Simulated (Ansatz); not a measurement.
## Surface calculation: fcc Pt (111), 3 layers

The slab is cut from the fcc crystal, the stable phase, as relaxed on PAW files (15.66 Å³/atom), with 16 Å of vacuum and a dipole correction:

```xyz
3
Lattice="2.8080 0.0000 0.0000 -1.4040 2.4318 0.0000 0.0000 0.0000 20.5854" Properties=species:S:1:pos:R:3 pbc="T T T"
Pt    0.0000    0.8106    8.0000
Pt    0.0000    2.4318   10.2927
Pt    1.4040    1.6212   12.5854
```

All numbers are PBE results (scalar-relativistic) from Ansatz 0.2.0, with a Γ-centred 13×13×1 k mesh, Fermi–Dirac smearing of 0.08 eV, no spin polarisation. Methods: LAPW: all electrons, basis error target 1 meV/atom; PAW: frozen-core files, cutoff 420 eV.

The bulk energy comes from a cell in the slab's orientation on a 13×13×5 mesh. The surface energy is (E(slab) − N·E(bulk))/2A at zero smearing, the mean of both faces; thin slabs carry quantum-size effects.

Spin–orbit coupling is left out, which matters for the heavy atoms.

As cut, the LAPW slab lies 1.303 eV above 3 atoms of bulk. What surface energy is that?

Over two faces of 6.83 Å² it is 95.4 meV/Å², and times 16.02 J/m² per eV/Å² that gives γ = 1.528 J/m².

| method | γ as cut (J/m²) | γ relaxed (J/m²) | Φ as cut (eV) | Φ relaxed (eV) |
| --- | --- | --- | --- | --- |
| LAPW | 1.528 | 1.525 | 5.75 | 5.76 |

How do the spacings between the planes relax?

From the bottom face up: d12 +0.8 % of 2.293 Å, d23 +0.8 % of 2.293 Å.

What changes if relativity is switched off, at the same positions?

LAPW then gives: no gap, work function 5.14 eV.

What changes if the vacuum is set to 13 Å?

LAPW then gives: no gap, work function 5.76 eV; PAW: no gap, work function 5.76 eV.

A 4f core hole is made on one atom of each kind in every 1×1 cell (PAW hole dataset, neutral cell, valence without spin). What does it cost by layer?

layer 1 71.18 eV, layer 2 71.40 eV. Shifts between layers mean more than the absolute values, and a whole layer of holes screens otherwise than one hole.

In the relaxed 1×1 cell, replace the outer, then the middle Pt by Au, which changes a whole layer. What shift does this Z+1 picture give?

E(outer) − E(middle) = -0.18 eV by LAPW and -0.19 eV by PAW; a positive value puts the surface line at higher binding energy.
